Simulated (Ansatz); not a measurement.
Computed with Ansatz, DFT PBE, scalar-relativistic, plane waves, PAW. Settings: cutoff 420 eV, Γ-centred meshes spaced at most about 0.3 Å⁻¹ (2π included), Gaussian smearing. No spin polarisation in the final relaxations.

Formation energies are uncorrected and refer to the elements' standard structures at the same level.

A relaxed structure of Cd5Se3S2 has 28.19 Å³/atom, −0.639 eV/atom against the elements, a gap of 0.64 eV on its mesh:

```cif
data_structure
_symmetry_space_group_name_H-M 'I-4m2'
_symmetry_Int_Tables_number 119
_cell_length_a 4.3064
_cell_length_b 4.3064
_cell_length_c 30.4025
_cell_angle_alpha 90.000
_cell_angle_beta 90.000
_cell_angle_gamma 90.000
_cell_volume 563.83
loop_
_atom_site_label
_atom_site_type_symbol
_atom_site_symmetry_multiplicity
_atom_site_Wyckoff_symbol
_atom_site_fract_x
_atom_site_fract_y
_atom_site_fract_z
_atom_site_occupancy
Cd1 Cd 4 e 0.50000 0.50000 0.19787 1
Cd2 Cd 4 e 0.50000 0.50000 0.40616 1
Cd3 Cd 2 b 0.50000 0.50000 0.00000 1
Se1 Se 2 d 0.50000 0.00000 0.25000 1
Se2 Se 4 f 0.00000 0.50000 0.35416 1
S1 S 4 f 0.50000 0.00000 0.45315 1
```

Problem. Predict cell, energy and gap of Zn5Se3S2 with the same space group and Wyckoff sites.

Solution. Zn5Se3S2 has a = 3.973 Å, c = 28.064 Å: 22.15 Å³/atom, −0.749 eV/atom against the elements, a gap of 1.39 eV on its mesh. The volume per atom changes by -21.4 % and the formation energy by -0.111 eV/atom (from unrounded values). The gap widens by 0.75 eV. Covalent radii: Cd 1.44 Å, Zn 1.22 Å; electronegativities 1.69 and 1.65. The cell follows the size of the atom. Around Zn on a site of symmetry 2mm lie 2 S at 2.38 Å and 2 Se at 2.47 Å; Zn on a second site of symmetry 2mm is surrounded by 4 Se at 2.47 Å; Se on a site of symmetry 2mm is surrounded by 4 Zn at 2.47 Å; S has 4 Zn at 2.38 Å; 2 more sites not described.

```
Zn Se S
1.0
    -1.98642    1.98642   14.03184
     1.98642   -1.98642   14.03184
     1.98642    1.98642  -14.03184
Zn Se S
5 3 2
Cartesian
  0.0000 0.0000 16.6564
  0.0000 0.0000 5.5507
  0.0000 0.0000 22.5130
  0.0000 0.0000 11.4073
  0.0000 0.0000 0.0000
  1.9864 0.0000 4.0887
  0.0000 1.9864 7.0159
  1.9864 0.0000 9.9432
  0.0000 1.9864 12.7201
  0.0000 1.9864 1.3117
```

The two cells were relaxed from separate starts that ended on the same group and sites; neither need be the stable form of its compound. Kohn–Sham gaps at this level usually fall short of measured ones. The reference forms of S and Se are held partly by dispersion forces, which this level lacks. Cells relaxed within their symmetry can be saddle points.
